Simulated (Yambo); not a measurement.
```
BP
1.0
    0.00000     2.30557     2.30557
    2.30557     0.00000     2.30557
    2.30557     2.30557     0.00000
B P
1 1
Direct
  0.00000   0.00000   0.00000
  0.75000   0.75000   0.75000
```

BP (zinc blende, space group F-43m, No. 216) under isotropic strain of +2 % on all lattice vectors: mean Im ε in 1 eV windows above the direct gap of 4.22 eV, for different electron-hole kernels (Yambo, broadening 0.15 eV, PBEsol (pw.x of Quantum ESPRESSO, ONCV potentials, without SOC) bands; 10×10×10 mesh, 3 valence and 3 conduction bands, static screening with 11 bands and a 4 Ry block, scissor 0.93 eV, Tamm-Dancoff; field along x).

```tsv
window (eV)	independent quasiparticles	BSE
4.2 to 5.2	5.3	12
5.2 to 6.2	15	31
6.2 to 7.2	23	12
```

This run doesn't resolve bound excitons or single peaks, so only averages are given, and they too depend on the mesh; weight that the attraction moves below the gap isn't listed. All transitions below 7.54 eV are in the band window. The scissor comes from a G0W0 run whose convergence isn't established.

Geometry strained from the cell relaxed with PBEsol, atoms relaxed again.
